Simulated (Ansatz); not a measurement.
Cs, DFT, LDA, PAW with Ansatz's default frozen-core files, scalar-relativistic (Ansatz 0.2.0), run on 1 thread of Arm Neoverse V1 on a shared host.

The structure is an experimental refinement, used without relaxation. The listed cell was then made from it by scaling, straining or moving an atom.

Command: `ansatz run input.yaml --threads 1 --pin off --max-ram 3072MiB --backend cpu --events-out ev --progress --plain --runs-dir out`

```yaml
crystal:
  lattice:
    - [-3.0225, 3.0225, 2.992275]
    - [3.0225, -3.0225, 2.992275]
    - [3.0225, 3.0225, -2.992275]
  atoms:
    - { symbol: Cs, position: [0.0, 0.0, 0.0] }
kpoints:
  mp_grid: { grid: [9, 9, 9] }
scf:
  occupations: { method: fermi_dirac, width: 0.05 }
hamiltonian:
  xc: lda
  pseudopotentials: { kind: paw }
output:
  forces: true
  stress: true
  eigenvalues: true
  efg: { contact_densities: true }
```

**Question.** How large is the problem that the program sets up?

**Answer.** 75 irreducible k-points, 2139 plane waves at Γ, 9 bands.

**Question.** About how long does it take, and how much memory does it use?

**Answer.** 5.5 s of wall time for 6 SCF iterations, with a peak of 0.41 GiB. Times on shared machines scatter by tens of per cent.

**Question.** And the same cell and mesh by crystal-made all-electron datasets, asked for forces, stress, eigenvalues, efg, on the same hardware?

**Answer.** 6.2 s, peak memory 0.34 GiB.
